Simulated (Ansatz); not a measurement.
**Is this Al₄B₃Sb structure a true minimum?**

The cell was found from a structure generator's guess, not taken from experiment.

Theory: Ansatz, DFT PBE, scalar-relativistic, plane waves, PAW. Cutoff 420 eV; k points 10×6×6 on the computed 8-atom cell (Γ-centred); Gaussian smearing, width 0.10 eV; no spin polarisation.

The cell below (8 atoms, space group P1 (No. 1)) is relaxed within its symmetry.

```
CELL_PARAMETERS angstrom
3.92421 0.00962 -0.00171
-1.16559 5.58320 0.00943
-1.74503 -2.51639 5.43576
ATOMIC_POSITIONS crystal
Al 0.74639 0.85020 0.83870
Al 0.02621 0.73160 0.49298
Al 0.61124 0.34662 0.78043
Al 0.32869 0.53020 0.12694
B 0.88922 0.72074 0.12618
B 0.05089 0.14889 0.76478
B 0.44916 0.51304 0.49411
Sb 0.89047 0.15702 0.35771
```

For the test it was strained at random (σ = 1.5 % a component), the atoms were moved at random (σ = 0.10 Å), and all was relaxed again on a coarse 6×4×4 mesh (in the run’s order of axes) with 0.20 eV smearing, with no symmetry imposed.

These runs have no spin–orbit coupling, which can matter for Sb.

Question: Does it come back?

Answer: It returns, within 1 meV/atom of the unmoved cell on that mesh and with the same symmetry when read at 0.1 Å. No instability shows in this cell; modes of other wave vectors, which need another repeat, aren't tested.
